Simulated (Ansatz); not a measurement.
TaTc (CsCl type, Pm-3m) at seven volumes, plane-wave PAW r²SCAN (Ansatz code), scaled uniformly. One row is withheld.

```json
[
 {"V (Å³/atom)": "14.513", "P (GPa)": "?"},
 {"V (Å³/atom)": "14.991", "P (GPa)": "18.75"},
 {"V (Å³/atom)": "15.470", "P (GPa)": "8.72"},
 {"V (Å³/atom)": "15.948", "P (GPa)": "0.00"},
 {"V (Å³/atom)": "16.427", "P (GPa)": "-7.53"},
 {"V (Å³/atom)": "16.905", "P (GPa)": "-14.00"},
 {"V (Å³/atom)": "17.383", "P (GPa)": "-19.55"}
]
```

Fit the shown pressures and predict the withheld one.

Third-order Birch–Murnaghan: P = (3/2)B₀(x^(7/2) − x^(5/2))[1 + (3/4)(B′ − 4)(x − 1)] with x = (V₀/V)^(2/3). Least squares on the six rows gives V₀ = 15.948 Å³/atom, B₀ = 268.8 GPa, B′ = 3.91. At V = 14.513, x = 1.0649 and P = 30.48 GPa. The run itself gave 30.60 GPa.

The workflow started from an entry of the Crystallography Open Database (COD). Its standing as an ambient phase is unchecked. The cell was relaxed with r²SCAN under the symmetry of its start; whether a distortion lowers the energy is not shown. No spin polarisation was allowed. Spin–orbit coupling is left out wherever it is not named.

Potentials: the later of the program's two PAW sets (Tc and Pm come from another file).
